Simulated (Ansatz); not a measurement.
input.yaml (Ansatz)

```yaml
crystal:
  lattice:
    - [4.3947841151, 0.0, 0.0]
    - [0.0, 4.3947841151, 0.0]
    - [0.0, 0.0, 4.3947841151]
  atoms:
    - { symbol: Rb, position: [0.0, 0.0, 0.0] }
hamiltonian:
  xc: lda
  pseudopotentials:
    kind: paw_fr
    azcp:
      Rb: "pseudopotentials/Rb.paw.azcp"
basis:
  ecutwfc: 420
  fft_grid_basis: typed
kpoints:
  mp_grid: { grid: [7, 7, 7], shift: [0, 0, 0] }
magnetization:
  noncollinear: true
  spin_orbit: true
scf:
  occupations: { method: fermi_dirac, width: 0.1 }
```

Terminal output

```
Warning: the record states the generating functional pbe (its physics header spells it `PBE`), which answers neither for hamiltonian.xc's functional nor for the lda family's — results may be inconsistent (PPs are generated against a specific XC)
Engine: ansatz 0.2.0, x86_64-unknown-linux-gnu
Pseudopotentials: kind: paw_fr
Pseudopotential: Rb, paw_fr, valence charge 9, recommended cutoff 420 eV (normal) 
Functional definition: SPW92
  exchange = slater_x
  correlation = pw_c
non-collinear run that drives no moment, with spin-orbit: no starting moment large enough to seed its density (crystal.atoms[].spin), no starting occupations that ask for one, no magnetisation constraint and no magnetic field, so the semilocal B_xc is pinned to zero
Crystal: 1 atoms, lattice volume = 84.881 Å³
Basis set: ecut = 420 eV, 1647 PW (Γ)
Bands: 18, of which v1, the nominal top of the filled ones, is band 9 counted from 1 (8 counted from 0)
Symmetry: 48 space group operations + 48 with time reversal
Magnetic group: BNS 221.93 (UNI 1595), of the structure as read, at distance tolerance 4.4e-5 Å
k-points: 20 of 343
Projection manifold: j_resolved (fully-relativistic pseudo-atomic orbitals)
Non-local potential: Rb, projectors of the file, l = 0: 3, l = 1: 4, l = 2: 4
PAW form: soft (Blöchl's): semilocal exchange-correlation on the pseudo side does not see the compensation charge
PAW frozen core: Rb, regenerated for the run's functional, and the local potential with it (the file was generated under x = pbe(κ = 0.804, μ = 0.2195149727645171), c = pbe(β = 0.06672455060314922))
PAW one-centre angular grid: Rb, 110 points (default); XC on 64 Gauss nodes
Initial density: superposition of atomic densities (chi_scale 0.1, normalization cell)
Initial wavefunctions: pseudopotential atomic-orbital guess
Functional: x = slater, c = lda
SCF iter   1: F=—  HF=-3171.176595 eV  |F-HF|=—  |Δ(HF+E_count)|=         —  Δρ=3.38e-3  dr2=2.21e-2  dr2_m=0.00e0 (ungated)  ethr=3.10e-3  |M|=0.00e0 ∫|m|=0.00e0 μB  |m|>n=0.0e0 m-floor=0.0e0 τ_xc=0.0e0  β_m=0.30  ⟨swp⟩=8.1  Hψ=1125  notcnv=0
SCF iter   2: F=—  HF=-3171.173509 eV  |F-HF|=—  |Δ(HF+E_count)|=   3.09e-3  Δρ=2.68e-3  dr2=1.49e-2  dr2_m=0.00e0 (ungated)  ethr=2.45e-4  |M|=0.00e0 ∫|m|=0.00e0 μB  |m|>n=0.0e0 m-floor=0.0e0 τ_xc=0.0e0  β_m=0.48  ⟨swp⟩=1.3  Hψ=267  notcnv=0
SCF iter   3: F=—  HF=-3171.167396 eV  |F-HF|=—  |Δ(HF+E_count)|=   6.11e-3  Δρ=7.25e-4  dr2=1.62e-3  dr2_m=0.00e0 (ungated)  ethr=1.66e-4  |M|=0.00e0 ∫|m|=0.00e0 μB  |m|>n=0.0e0 m-floor=0.0e0 τ_xc=0.0e0  β_m=0.82  ⟨swp⟩=1.9  Hψ=243  notcnv=0
SCF iter   4: F=—  HF=-3171.166862 eV  |F-HF|=—  |Δ(HF+E_count)|=   5.34e-4  Δρ=3.62e-5  dr2=2.59e-6  dr2_m=0.00e0 (ungated)  ethr=1.80e-5  |M|=0.00e0 ∫|m|=0.00e0 μB  |m|>n=0.0e0 m-floor=0.0e0 τ_xc=0.0e0  β_m=0.79  ⟨swp⟩=2.4  Hψ=257  notcnv=0
SCF iter   5: F=—  HF=-3171.166857 eV  |F-HF|=—  |Δ(HF+E_count)|=   5.67e-6  Δρ=9.09e-6  dr2=1.98e-8  dr2_m=0.00e0 (ungated)  ethr=1.11e-9  |M|=0.00e0 ∫|m|=0.00e0 μB  |m|>n=0.0e0 m-floor=0.0e0 τ_xc=0.0e0  β_m=0.90  ⟨swp⟩=1.4  Hψ=548  notcnv=0
SCF iter   6: F=-3171.166857 eV  HF=-3171.166857 eV  |F-HF|=1.88e-9  |Δ(HF+E_count)|=   6.28e-9  Δρ=1.60e-6  dr2=2.44e-9  dr2_m=0.00e0 (ungated)  ethr=2.20e-10  |M|=0.00e0 ∫|m|=0.00e0 μB  |m|>n=0.0e0 m-floor=0.0e0 τ_xc=0.0e0  ⟨swp⟩=1.0  Hψ=533  notcnv=0
SCF 1 converged in 6 iterations: F = -3171.166857 eV  dr2 = 2.44e-9
SCF converged after 6 iterations
Magnetization: |M| = 0.0000 μB,  M = (+0.0000, +0.0000, +0.0000) μB
Absolute magnetization: 0.0000 μB (∫|m|)
  site 0: m = (+0.0000, +0.0000, +0.0000) μB, |m| = 0.0000 μB  (R = 1.81 Å)
Free energy (F): -3171.166857 eV
Harris-Foulkes:  -3171.166857 eV  (|F-HF|=1.88e-9)
Internal energy: -3171.141980 eV  (E = F + TS)
E sigma→0 (E₀):  -3171.154418 eV
Entropy (-TS):   -0.024876 eV (-24.876 meV/atom)
Fermi energy:    2.039371 eV
--- Per-component energies (eV) ---
  E_band       = -118.704128
  E_kinetic    = 190.976676
  E_local      = -711.296277  (includes V_loc(G=0)·N_el)
  E_nonlocal   = 178.148999
  E_hartree    = 198.855549
  E_xc         = -127.422915
  E_vxc        = -134.244431  (∫ρ·V_xc dr)
  E_paw        = -2524.168020  (= ΣΔE_a)
  E_vpaw       = -39.999051  (= ΣTr[D̂ρ^β])
  E_aug_tail   = -0.000002  (compensation charges beyond the density's cutoff)
  E_ewald      = -376.507949
  E_core_change = 0.271959  (= ΣΔE_core)
  E_smearing   = -0.024876  (= −TS)
  E_closure    = 0.000000  (closes the sum)
  Σ components = -3171.166857   (vs F -3171.166857, Δ=0.00e0)
```

Launched by

```sh
ansatz run input.yaml --threads 2 --pin off --max-ram 5120MiB --backend cpu --events-out ev --progress --plain --runs-dir out
```

On 2 threads of Intel(R) Xeon(R) 6975P-C (Granite Rapids) (shared host) this took about 0.82 s of wall time and 1.4 s of CPU time.
